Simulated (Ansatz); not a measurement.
## LaSe2, relaxed from a CdCl2-type start to space group Fm-3m (read at 0.02 Å)

Method: PBEsol, scalar-relativistic; no spin polarisation; PAW, 420 eV, 8×8×8 k-mesh, Gaussian smearing of 0.05 eV; code Ansatz. The datasets are Ansatz's generated set soft_2.

```cif
data_structure
_symmetry_space_group_name_H-M 'P 1'
_symmetry_Int_Tables_number 1
_cell_length_a 4.9712
_cell_length_b 4.9712
_cell_length_c 4.9712
_cell_angle_alpha 59.879
_cell_angle_beta 59.879
_cell_angle_gamma 59.879
_cell_volume 86.63
loop_
_atom_site_label
_atom_site_type_symbol
_atom_site_fract_x
_atom_site_fract_y
_atom_site_fract_z
_atom_site_occupancy
La1 La 0.00000 0.00000 0.00000 1
Se1 Se 0.24973 0.24973 0.24973 1
Se2 Se 0.75027 0.75027 0.75027 1
```

This is a trial structure made by placing the elements on a prototype's sites, so it needn't be the stable form.

The cell above was scaled in volume, and shape and atoms were relaxed at each volume within its symmetry. Energies are counted from the cell above.

Cell and atoms are those of this level's equilibrium.

| V (Å³/atom) | ΔE (meV/atom) | P (GPa) |
| --- | --- | --- |
| 27.72 | 8.9 | 2.6 |
| 28.30 | 2.2 | 1.2 |
| 28.88 | 0.0 | 0.0 |
| 29.45 | 2.0 | -1.1 |
| 30.03 | 7.7 | -2.1 |

What do the points give for the equilibrium volume, the bulk modulus and its pressure derivative (third-order Birch–Murnaghan)?

V0 = 28.88 Å³/atom, B0 = 57 GPa, B0′ = 4.0.

B0·V0 = 57.4 GPa × 28.88 Å³ = 10.35 eV/atom sets the scale: near the minimum ΔE ≈ ½ B0 V0 x², with x = V/V0 − 1, and a pressure of 0.6 GPa squeezes the volume by about 1 %. At the ends of the curve: x = −4.0 % predicts 8.3 meV/atom and the run gives 8.9; x = +4.0 % predicts 8.2 meV/atom and the run gives 7.7. The curve is steeper than the parabola on the compressed side and flatter on the expanded side: the bulk modulus rises with pressure.

These numbers lack spin–orbit coupling. The cell is a metal with an odd number of electrons, and spin polarisation wasn't tried.
